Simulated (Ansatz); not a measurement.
Ansatz (a first-principles code) input:

Ansatz 0.2 input:
```yaml
crystal:
  lattice:
    - [2.3957610289, 1.3831932749, 3.9140873453]
    - [-2.3957610289, 1.3831932749, 3.9140873453]
    - [0.0, -2.7663865499, 3.9140873453]
  atoms:
    - { symbol: Tl, position: [0.0, 0.0, 0.0] }
    - { symbol: Br, position: [0.5, 0.5, 0.5] }
kpoints:
  mp_grid: { grid: [6, 6, 6] }
basis: { xc_grid: 2 }
hamiltonian:
  xc: pbe
  dispersion: d3bj
  pseudopotentials: { kind: paw }
scf:
  occupations: { method: fixed }
output:
  optics: { e_range: [0.0, 15.0], de: 0.05, sigma: 0.1, bands: { spectra_wanted_up_to: 12 eV } }
```

Output (shortened):

```
output.optics: the spectra are integrated over the Brillouin zone by k·p interpolation around the k-points, where levels, occupations, output.optics.sigma and …
Pseudopotential: Tl, paw, valence charge 13
Pseudopotential: Br, paw, valence charge 7
Functional definition: PBE
Crystal: 2 atoms, lattice volume = 77.823 Å³
Basis set: ecut = 420 eV, 1471 PW (Γ), exchange–correlation on 72×72×72 points (8 copies of the dense FFT grid, shifted against one another)
Bands: 14, of which v1, the nominal top of the filled ones, is band 10 counted from 1 (9 counted from 0)
Symmetry: 12 space group operations
Space group: R-3m (ITA 166), of the structure as read, at distance tolerance 4.3e-5 Å
k-points: 32 of 216
SCF iter   1: F=—  HF=-14229.581035 eV  |F-HF|=—  |Δ(HF+E_count)|=         —  Δρ=8.72e-4  dr2=8.54e-4  ethr=1.77e-3  ⟨swp⟩=5.1  Hψ=2071  notcnv=0  defer=34
preconditioner: auto → none
SCF iter   2: F=—  HF=-14229.580274 eV  |F-HF|=—  |Δ(HF+E_count)|=   7.61e-4  Δρ=6.79e-4  dr2=8.35e-4  ethr=4.27e-6  ⟨swp⟩=3.2  Hψ=1277  notcnv=0  defer=55
SCF iter   3: F=—  HF=-14229.580062 eV  |F-HF|=—  |Δ(HF+E_count)|=   2.11e-4  Δρ=2.81e-4  dr2=1.31e-4  ethr=4.17e-6  ⟨swp⟩=1.9  Hψ=517  notcnv=0  defer=54
SCF iter   4: F=—  HF=-14229.580123 eV  |F-HF|=—  |Δ(HF+E_count)|=   6.05e-5  Δρ=1.54e-4  dr2=3.00e-5  ethr=6.57e-7  ⟨swp⟩=2.0  Hψ=816  notcnv=0  defer=54
SCF iter   5: F=—  HF=-14229.580133 eV  |F-HF|=—  |Δ(HF+E_count)|=   1.03e-5  Δρ=1.12e-4  dr2=1.95e-5  ethr=1.50e-7  ⟨swp⟩=2.0  Hψ=586  notcnv=0  defer=34
SCF iter   6: F=—  HF=-14229.580130 eV  |F-HF|=—  |Δ(HF+E_count)|=   2.92e-6  Δρ=4.93e-5  dr2=4.13e-6  ethr=9.74e-8  ⟨swp⟩=1.9  Hψ=626  notcnv=0  defer=4
SCF iter   7: F=—  HF=-14229.580129 eV  |F-HF|=—  |Δ(HF+E_count)|=   1.67e-6  Δρ=1.40e-5  dr2=3.38e-7  ethr=2.06e-8  ⟨swp⟩=2.0  Hψ=543  notcnv=0
SCF iter   8: F=—  HF=-14229.580132 eV  |F-HF|=—  |Δ(HF+E_count)|=   3.83e-6  Δρ=3.46e-6  dr2=2.10e-8  ethr=1.69e-9  ⟨swp⟩=2.0  Hψ=664  notcnv=0
SCF iter  10: F=-14229.580132 eV  HF=-14229.580132 eV  |F-HF|=7.28e-12  |Δ(HF+E_count)|=  2.75e-10  Δρ=1.46e-8  dr2=8.55e-14  ethr=1.00e-12  ⟨swp⟩=3.1  Hψ=1985  notcnv=0
WARN: dispersion: an atom stands within reach of a switch of its C6 between two reference coordination numbers of its element …
SCF 1 converged in 10 iterations: F = -14229.580132 eV  dr2 = 8.55e-14
NSCF: frozen V_eff on 32 k-points
Optics k sum: 0 of 32 k-points
Optics k sum: 2 of 32 k-points
Optics k sum: 4 of 32 k-points
Optics k sum: 5 of 32 k-points
Optics k sum: 7 of 32 k-points
Optics k sum: 8 of 32 k-points
Optics k sum: 10 of 32 k-points
Optics k sum: 12 of 32 k-points
Optics k sum: 13 of 32 k-points
Optics k sum: 15 of 32 k-points
Optics k sum: 16 of 32 k-points
Optics k sum: 18 of 32 k-points
Optics k sum: 20 of 32 k-points
Optics k sum: 21 of 32 k-points
Optics k sum: 23 of 32 k-points
Optics k sum: 24 of 32 k-points
Optics k sum: 26 of 32 k-points
Optics k sum: 28 of 32 k-points
Optics k sum: 29 of 32 k-points
Optics k sum: 31 of 32 k-points
Optics k sum: 32 of 32 k-points
Optics k sum: 0 of 32 k-points
Optics k sum: 2 of 32 k-points
Optics k sum: 4 of 32 k-points
Optics k sum: 5 of 32 k-points
Optics k sum: 7 of 32 k-points
Optics k sum: 8 of 32 k-points
Optics k sum: 10 of 32 k-points
Optics k sum: 12 of 32 k-points
Optics k sum: 13 of 32 k-points
Optics k sum: 15 of 32 k-points
Optics k sum: 16 of 32 k-points
Optics k sum: 18 of 32 k-points
Optics k sum: 20 of 32 k-points
Optics k sum: 21 of 32 k-points
Optics k sum: 23 of 32 k-points
Optics k sum: 24 of 32 k-points
Optics k sum: 26 of 32 k-points
Optics k sum: 28 of 32 k-points
Optics k sum: 29 of 32 k-points
Optics k sum: 31 of 32 k-points
Optics k sum: 32 of 32 k-points
NSCF: frozen V_eff on 1 k-points
NSCF: frozen V_eff on 1 k-points
NSCF: frozen V_eff on 1 k-points
output.optics: what the bands over the 29 summed would add to eps1, eps2 and the energy-loss function is held between a lower and an upper bound (8 Lanczos …
SCF converged after 10 iterations
Free energy (F): -14229.580132 eV
Harris-Foulkes:  -14229.580132 eV  (|F-HF|=7.28e-12)
Internal energy: -14229.580132 eV  (E = F + TS)
E sigma→0 (E₀):  -14229.580132 eV
Fermi energy:    3.171389 eV
--- Per-component energies (eV) ---
  E_band       = -80.136650
  E_kinetic    = 463.926234
  E_local      = -1403.431125  (includes V_loc(G=0)·N_el)
  E_nonlocal   = 388.040804
  E_hartree    = 498.509017
  E_xc         = -495.206137
  E_vxc        = -245.147477  (∫ρ·V_xc dr)
  E_paw        = -12408.424896  (= ΣΔE_a)
  E_vpaw       = -280.543157  (= ΣTr[D̂ρ^β])
  E_aug_tail   = 0.000033  (compensation charges beyond the density's cutoff)
  E_ewald      = -1272.510669
  E_disp       = -0.483394  (pairwise vdW)
  E_smearing   =  0.000000  (= −TS)
  E_closure    = 0.000000  (closes the sum)
  Σ components = -14229.580132   (vs F -14229.580132, Δ=0.00e0)
  [band-id]    e_kinetic+e_local+e_nonlocal+2·e_hartree+e_vxc+e_vpaw+e_augmentation_tail = -80.136653   (vs E_band -80.136650, Δ=-3.25e-6)
--- Band table (eV; the first three rows and the last of 32) ---
  k-point 0: bands = ["-10.3753", "-6.7645", "-6.7645", "-6.7644", "-6.7548", "-6.7548", "-0.9167", "1.7532", "1.7547", "1.7547", "9.2846", "9.2850", "9.2850", "11.4029"]
  k-point 1: bands = ["-10.3435", "-6.7643", "-6.7642", "-6.7641", "-6.7553", "-6.7552", "-1.1644", "1.7842", "1.7853", "2.1014", "7.8262", "8.6279", "8.6286", "11.1571"]
  k-point 2: bands = ["-10.2784", "-6.7756", "-6.7755", "-6.7640", "-6.7440", "-6.7439", "-1.5591", "1.8515", "1.8523", "2.7719", "6.1949", "7.7484", "7.7496", "11.4401"]
  k-point 31: bands = ["-10.2452", "-6.7818", "-6.7818", "-6.7642", "-6.7378", "-6.7378", "-1.7279", "1.8895", "1.8895", "3.1714", "5.4786", "7.4044", "7.4044", "12.0943"]
```

Cost: around 19 core-seconds (rough) on shared cores.

Space group Fm-3m (rock salt). The cell is a constructed one: a structure type filled with these elements; the Crystallography Open Database copy checked does not list it. COD files the formula under space group No. 221, so this cell is another polymorph or a model. Its standing as an ambient phase is unchecked. The PBE+D3(BJ) relaxation kept the symmetry of its start; phonons on a q-mesh show no instability. Point labels and valley counts follow the cell and symmetry of the run, lower than the named group. Spin–orbit coupling is left out wherever it is not named.

Potentials: the later of the program's two PAW sets.

Ansatz is a plane-wave DFT program.
